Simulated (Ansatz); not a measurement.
YSe (rock salt, Fm-3m) at seven volumes, r²SCAN in the plane-wave PAW code Ansatz, scaled uniformly. One row is withheld.

```
V (Å³/atom)  P (GPa)
-----------  -------
21.723          9.73
22.439             ?
23.156          2.74
23.872          0.00
24.588         -2.33
25.304         -4.32
26.020         -6.01
```

Task: Fit the shown pressures and predict the withheld one.

Result: P = (3/2)B₀(x^(7/2) − x^(5/2))[1 + (3/4)(B′ − 4)(x − 1)] with x = (V₀/V)^(2/3). Least squares on the six rows gives V₀ = 23.872 Å³/atom, B₀ = 84.1 GPa, B′ = 4.32. At V = 22.439, x = 1.0421 and P = 5.95 GPa. The run itself gave 5.95 GPa.

The workflow started from an entry of the Crystallography Open Database (COD). Whether it is the stable phase at ambient conditions was not checked. The cell was relaxed with r²SCAN under the symmetry of its start; whether a distortion lowers the energy is not shown. The run is not spin-polarised.

Potentials: the later of the program's two PAW sets.
